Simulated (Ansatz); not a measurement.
The following input was run with Ansatz 0.2.0.

```yaml
crystal:
  lattice:
    - [5.631908, 0.201897, -0.221011]
    - [0.201897, 5.631853, -0.221089]
    - [-0.221011, -0.221089, 7.611215]
  atoms:
    - { symbol: Al, position: [0.0201285868, 0.0208065348, 0.9994370104] }
    - { symbol: Al, position: [0.5085784722, 0.036140438, 0.9818551554] }
    - { symbol: Al, position: [0.0351339068, 0.5089854028, 0.9820033806] }
    - { symbol: Al, position: [0.2219810711, 0.2233269582, 0.3051887875] }
    - { symbol: Al, position: [0.5282677049, 0.5289793595, 0.9722614901] }
    - { symbol: Al, position: [0.5429258843, 0.9311921245, 0.5132925967] }
    - { symbol: Al, position: [0.7096886852, 0.2588901881, 0.2762692047] }
    - { symbol: Al, position: [0.9304207636, 0.5441242352, 0.5132143258] }
    - { symbol: Al, position: [0.2583740731, 0.7110125277, 0.2757223329] }
    - { symbol: Al, position: [0.2512387828, 0.2522340478, 0.7055911983] }
    - { symbol: Al, position: [0.7654971736, 0.7663316368, 0.2283945434] }
    - { symbol: Al, position: [0.7642360673, 0.245951976, 0.7296817272] }
    - { symbol: Al, position: [0.2450175946, 0.7650738961, 0.7299521117] }
    - { symbol: Ni, position: [0.9801692926, 0.9808770257, 0.4956362795] }
    - { symbol: Ni, position: [0.478652837, 0.4798676767, 0.5176189314] }
    - { symbol: Ni, position: [0.7745461543, 0.7753170746, 0.7760824278] }
basis:
  ecutwfc: 420
kpoints:
  mp_grid: { grid: [6, 6, 5] }
hamiltonian:
  xc: pbe
scf:
  occupations: { method: gaussian, width: 0.1 }
  n_extra_bands: 8
output:
  forces: true
  stress: true
  eigenvalues: true
  populations: true
  dos:
    method: { smearing: { sigma: 0.1, scheme: gaussian } }
    projected: true
    de: 0.02
  write_density: true
  write_potential: true
  elf: true
  volumetric_format: npy
```

Run as
```bash
ansatz run input.yaml --threads 4 --pin off --max-ram 9216MiB --backend cpu --events-out ev --progress --plain --runs-dir out
```

Computed with DFT PBE, scalar-relativistic, plane waves, PAW in Ansatz.

From the run's log, abridged (iterations and final results):

```
SCF iter   1: F=—  HF=-24509.336248 eV  |F-HF|=—  |Δ(HF+E_count)|=         —  Δρ=4.74e-3  dr2=5.58e-2  ethr=1.77e-3  ⟨swp⟩=7.7  Hψ=21767  notcnv=0
SCF iter   2: F=—  HF=-24509.335746 eV  |F-HF|=—  |Δ(HF+E_count)|=   5.02e-4  Δρ=2.14e-3  dr2=1.33e-2  ethr=6.00e-5  ⟨swp⟩=1.3  Hψ=5975  notcnv=0
SCF iter   3: F=—  HF=-24509.334713 eV  |F-HF|=—  |Δ(HF+E_count)|=   1.03e-3  Δρ=5.66e-4  dr2=5.91e-4  ethr=1.43e-5  ⟨swp⟩=2.4  Hψ=8647  notcnv=0
SCF iter   4: F=—  HF=-24509.334675 eV  |F-HF|=—  |Δ(HF+E_count)|=   3.82e-5  Δρ=1.76e-4  dr2=1.37e-4  ethr=6.36e-7  ⟨swp⟩=2.0  Hψ=7061  notcnv=0
SCF iter   5: F=—  HF=-24509.334659 eV  |F-HF|=—  |Δ(HF+E_count)|=   1.56e-5  Δρ=1.66e-4  dr2=4.55e-5  ethr=1.48e-7  ⟨swp⟩=2.0  Hψ=6503  notcnv=0
SCF iter   6: F=—  HF=-24509.334571 eV  |F-HF|=—  |Δ(HF+E_count)|=   8.81e-5  Δρ=1.02e-5  dr2=4.17e-7  ethr=4.90e-8  ⟨swp⟩=2.2  Hψ=7067  notcnv=0
SCF iter   7: F=—  HF=-24509.334571 eV  |F-HF|=—  |Δ(HF+E_count)|=   6.25e-9  Δρ=1.63e-5  dr2=4.35e-7  ethr=1.08e-10  ⟨swp⟩=14.0  Hψ=38045  notcnv=0
SCF iter   8: F=-24509.334571 eV  HF=-24509.334571 eV  |F-HF|=1.13e-8  |Δ(HF+E_count)|=   3.72e-8  Δρ=2.79e-6  dr2=1.48e-8  ethr=1.08e-10  ⟨swp⟩=6.3  Hψ=33228  notcnv=0
SCF 1 converged in 8 iterations: F = -24509.334571 eV  dr2 = 1.48e-8
SCF converged after 8 iterations
Free energy (F): -24509.334571 eV
Harris-Foulkes:  -24509.334571 eV  (|F-HF|=1.13e-8)
Internal energy: -24509.304644 eV  (E = F + TS)
E sigma→0 (E₀):  -24509.319607 eV
Entropy (-TS):   -0.029928 eV (-1.870 meV/atom)
Fermi energy:    9.586408 eV
--- Per-component energies (eV) ---
  E_band       = -1132.608051
  E_kinetic    = 1156.240526
  E_local      = -18257.284109  (includes V_loc(G=0)·N_el)
  E_nonlocal   = 2045.841181
  E_hartree    = 8135.308078
  E_xc         = -774.193014
  E_vxc        = -708.772303  (∫ρ·V_xc dr)
  E_paw        = -10973.359059  (= ΣΔE_a)
  E_vpaw       = -1639.237854  (= ΣTr[D̂ρ^β])
  E_aug_tail   = 0.001523  (compensation charges beyond the density's cutoff)
  E_ewald      = -5841.859769
  E_smearing   = -0.029928  (= −TS)
--- Forces (eV/Å), atoms counted from 1 ---
  atom   1  Al    -0.04107635    -0.03978969     0.00271599
  atom   2  Al    -0.01011180     0.03776010     0.00662772
  atom   3  Al     0.04053447    -0.00490046     0.00402160
  atom   4  Al    -0.07173406    -0.07538171     0.06999445
  atom   5  Al    -0.10909552    -0.10757987    -0.02926684
  atom   6  Al    -0.04035096     0.06542902     0.04356737
  atom   7  Al     0.12423530     0.01529976    -0.04242696
  atom   8  Al     0.06448791    -0.04498940     0.04332794
  atom   9  Al     0.01096041     0.11986629    -0.03546661
  atom  10  Al    -0.01746383    -0.01996605    -0.05070686
  atom  11  Al     0.11522693     0.11517657     0.03094794
  atom  12  Al    -0.03373427    -0.03848394     0.01899631
  atom  13  Al    -0.03787257    -0.03218475     0.01642667
  atom  14  Ni     0.08527667     0.08924928     0.00910067
  atom  15  Ni    -0.02730598    -0.02689445    -0.05082226
  atom  16  Ni    -0.05197541    -0.05260942    -0.03704408
--- Stress (GPa, compression-positive) ---
       -0.839987      -0.669711       0.542971
       -0.669711      -0.815317       0.561946
        0.542971       0.561946       2.898410
  P = ⅓ Tr σ = 0.4144 GPa (4.144 kbar)
--- Band table (eV; the first three rows and the last of 92) ---
  k-point 0: bands = ["-93.8209", "-93.8119", "-93.8032", "-54.2692", "-54.2516", "-54.2397", "-54.2294", "-54.2259", "-54.2082", "-54.1819", "-54.1799", "-54.1715", "-1.4995", "0.9398", "1.1249", "2.7295", "2.9392", "3.1533", "3.3802", "4.4018", "5.0011", "5.1026", "5.1994", "5.4474", "5.5722", "5.8017", "5.8396", "6.0093", "6.4341", "6.5672", "6.7507", "6.9452", "7.0218", "7.3157", "7.3604", "7.3994", "7.4346", "7.5719", "7.6129", "7.7086", "7.7314", "8.0347", "8.2524", "8.2636", "8.7042", "8.8649", "9.0737", "9.7214", "9.8866", "10.3281", "10.4280", "10.7597", "10.8998", "11.4745", "12.1011"]
  k-point 1: bands = ["-93.8209", "-93.8119", "-93.8032", "-54.2692", "-54.2516", "-54.2397", "-54.2294", "-54.2259", "-54.2082", "-54.1819", "-54.1799", "-54.1715", "-1.3969", "0.1343", "2.0921", "2.7887", "3.0378", "3.2210", "3.5021", "3.9823", "4.4569", "4.6942", "5.1368", "5.5943", "5.6986", "5.9808", "6.2193", "6.2389", "6.3996", "6.6029", "6.7495", "6.8341", "6.9246", "7.2739", "7.3687", "7.3844", "7.4811", "7.5982", "7.6402", "7.7193", "7.8358", "7.8875", "8.2668", "8.3640", "8.7614", "8.8214", "9.1588", "9.6282", "9.8286", "10.0644", "10.5613", "10.8656", "11.0958", "11.4124", "11.6468"]
  k-point 2: bands = ["-93.8209", "-93.8119", "-93.8032", "-54.2692", "-54.2516", "-54.2397", "-54.2294", "-54.2259", "-54.2082", "-54.1819", "-54.1799", "-54.1715", "-1.0931", "-0.5669", "2.9582", "3.1614", "3.2474", "3.4434", "3.5405", "3.8304", "3.9690", "4.1333", "4.5016", "4.8490", "5.9327", "6.1913", "6.4319", "6.5369", "6.7002", "6.7089", "6.7738", "6.8526", "6.9134", "7.3123", "7.3683", "7.4394", "7.4627", "7.5376", "7.6604", "7.7451", "7.9146", "8.1815", "8.3050", "8.3258", "8.8261", "9.0059", "9.3552", "9.5098", "9.7533", "9.9957", "10.1217", "10.1860", "10.8317", "10.8798", "11.2027"]
  k-point 91: bands = ["-93.8209", "-93.8119", "-93.8032", "-54.2692", "-54.2516", "-54.2397", "-54.2294", "-54.2259", "-54.2082", "-54.1819", "-54.1799", "-54.1715", "0.8269", "1.1814", "1.2030", "1.2328", "1.6043", "1.7598", "1.9363", "2.1062", "4.7469", "5.1044", "5.5456", "5.6561", "6.0367", "6.3079", "6.4630", "6.5101", "6.8047", "6.8708", "6.9798", "7.0122", "7.2198", "7.3746", "7.3858", "7.5589", "7.5976", "7.7067", "7.8384", "8.2754", "8.5242", "8.6059", "8.7830", "9.4729", "9.5501", "9.9534", "10.2331", "10.2456", "10.6475", "10.7041", "11.0073", "11.1888", "11.4067", "11.4805", "11.7594"]
--- Löwdin populations: 16 sites ---
  site symbol q [e]
     0     Al      2.9930
     1     Al      2.9785
     2     Al      2.9785
     3     Al      3.0282
     4     Al      3.0372
     5     Al      3.1219
     6     Al      3.0034
     7     Al      3.1221
     8     Al      3.0035
     9     Al      3.0510
    10     Al      3.0182
    11     Al      3.1147
    12     Al      3.1152
    13     Ni     17.5073
    14     Ni     17.5145
    15     Ni     17.4877
  spilling = 0.009945 (of n_electrons = 93.000000)
```

The calculation finished and met its thresholds.

Time: 47 s on 4 threads of Arm Neoverse V2 (shared host), peak memory 1.1 GiB.

Spin polarisation was left out, and a magnetic state may lie lower.